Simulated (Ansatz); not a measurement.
Ansatz (a program for electronic structure) input:

Ansatz 0.2 input:
```yaml
crystal:
  lattice:
    - [6.4473501945, 1.9119440479, 0.0]
    - [-6.4473501945, 1.9119440479, 0.0]
    - [-0.0493778026, 0.0, 3.9826179044]
  atoms:
    - { symbol: Nb, position: [0.8536424077, 0.1463575923, 0.933462966] }
    - { symbol: Nb, position: [0.1463575923, 0.8536424077, 0.066537034] }
    - { symbol: O, position: [0.8512190524, 0.1487809476, 0.4879667925] }
    - { symbol: O, position: [0.1487809476, 0.8512190524, 0.5120332075] }
    - { symbol: O, position: [0.0, 0.0, 0.0] }
    - { symbol: O, position: [0.6847925033, 0.3152074967, 0.0039492869] }
    - { symbol: O, position: [0.3152074967, 0.6847925033, 0.9960507131] }
kpoints:
  mp_grid: { grid: [8, 8, 7] }
hamiltonian:
  xc: r2scan
  pseudopotentials: { kind: paw }
scf:
  occupations: { method: fixed }
checkpoint: { read: static.run }
output: { write_density: true, elf: true, volumetric_format: npy }
```

Output (shortened):

```
Pseudopotential: Nb, paw, valence charge 13
Pseudopotential: O, paw, valence charge 6
Functional definition: r2SCAN
Crystal: 7 atoms, lattice volume = 98.187 Å³
Basis set: ecut = 500 eV, 2473 PW (Γ), exchange–correlation on 200×200×120 points (64 copies of the dense FFT grid, shifted against one another)
Bands: 35, of which v1, the nominal top of the filled ones, is band 28 counted from 1 (27 counted from 0)
Symmetry: 4 space group operations
Space group: C2/m (ITA 12), of the structure as read, at distance tolerance 4.6e-5 Å
k-points: 129 of 448
Stability of the state it starts from, as read at its close in the unpolarized treatment …
iter 1 solved again at ethr=4.38e-8 eV; its pass at ethr=3.10e-3 eV (dr2=2.45e-5 eV) is discarded
SCF iter   1: F=—  HF=-11977.338141 eV  |F-HF|=—  |Δ(HF+E_count)|=         —  Δρ=5.91e-7  dr2=2.06e-10  dr2_τ=8.11e-11  ethr=4.38e-8  ⟨swp⟩=3.7  Hψ=29687  notcnv=0  defer=645
preconditioner: auto → Resta (q_TF=auto, 2.485 Å⁻¹)
SCF iter   2: F=-11977.338141 eV  HF=-11977.338141 eV  |F-HF|=2.36e-11  |Δ(HF+E_count)|=   1.46e-7  Δρ=3.41e-7  dr2=9.39e-11  dr2_τ=6.71e-11  ethr=1.00e-12  ⟨swp⟩=10.1  Hψ=19611  notcnv=0
SCF 1 converged in 2 iterations: F = -11977.338141 eV  dr2 = 9.39e-11
SCF converged after 2 iterations
Free energy (F): -11977.338141 eV
Harris-Foulkes:  -11977.338141 eV  (|F-HF|=2.36e-11)
Internal energy: -11977.338141 eV  (E = F + TS)
E sigma→0 (E₀):  -11977.338141 eV
Fermi energy:    5.900146 eV
--- Per-component energies (eV) ---
  E_band       = -533.059122
  E_kinetic    = 1665.218882
  E_local      = -4725.216454  (includes V_loc(G=0)·N_el)
  E_nonlocal   = 464.795780
  E_hartree    = 1697.655788
  E_xc         = -705.717656
  E_vxc        = -1000.934068  (∫ρ·V_xc dr)
  E_paw        = -6976.744561  (= ΣΔE_a)
  E_vpaw       = -396.186567  (= ΣTr[D̂ρ^β])
  E_aug_tail   = 0.005269  (compensation charges beyond the density's cutoff)
  E_vtau       = 63.946539  (kinetic-family band-sum trace: ∫τ·v_τ [+ j·A + Jᵃ·Aᵃ] dr)
  E_ewald      = -3396.790624
  E_core_change = -0.544566  (= ΣΔE_core)
  E_smearing   =  0.000000  (= −TS)
  E_closure    =  0.000000  (closes the sum)
  Σ components = -11977.338141   (vs F -11977.338141, Δ=0.00e0)
  [band-id]    e_kinetic+e_local+e_nonlocal+2·e_hartree+e_vxc+e_vpaw+e_augmentation_tail+e_vtau = -533.059043   (vs E_band -533.059122, Δ=7.84e-5)
--- Band table (eV; the first three rows and the last of 129) ---
  k-point 0: bands = ["-50.4765", "-50.4519", "-26.1340", "-25.9602", "-25.9481", "-25.8467", "-25.7740", "-25.7725", "-12.8372", "-12.2744", "-11.5359", "-11.4746", "-11.4351", "1.2969", "1.4157", "1.4767", "3.0821", "3.1155", "3.6178", "3.8645", "3.9745", …
  k-point 1: bands = ["-50.4761", "-50.4515", "-26.1329", "-25.9886", "-25.9751", "-25.8457", "-25.7731", "-25.7723", "-12.8180", "-12.2687", "-11.5052", "-11.3271", "-11.2412", "1.2812", "1.4027", "1.4415", "2.5694", "3.1103", "3.1677", "3.7086", "3.8814", …
  k-point 2: bands = ["-50.4750", "-50.4505", "-26.1306", "-26.0514", "-26.0349", "-25.8435", "-25.7713", "-25.7712", "-12.7845", "-12.2584", "-11.4960", "-10.8926", "-10.7732", "1.1232", "1.3506", "1.3708", "1.8976", "2.0854", "2.5399", "3.0630", "3.4715", …
  k-point 128: bands = ["-50.4717", "-50.4523", "-26.1082", "-26.0946", "-25.9802", "-25.9058", "-25.8464", "-25.7650", "-12.6199", "-12.2889", "-11.5865", "-10.4818", "-10.3702", "0.3803", "0.8917", "1.0278", "1.1927", "2.0608", "2.4055", "2.9656", "3.4102", …
```

Cost: roughly 24 core-seconds on shared cores.

The first step of the workflow began from a Materials Project structure, measured or hypothetical; the Crystallography Open Database copy checked does not list it. COD files the formula under space group No. 3, 15, 139, so this cell is another polymorph or a model. Its standing as an ambient phase is unchecked. The cell was relaxed with r²SCAN under the symmetry of its start; whether a distortion lowers the energy is not shown. No spin polarisation was allowed. Spin–orbit coupling is left out wherever it is not named.

Potentials: the later of the program's two PAW sets.

Ansatz is a plane-wave DFT program.
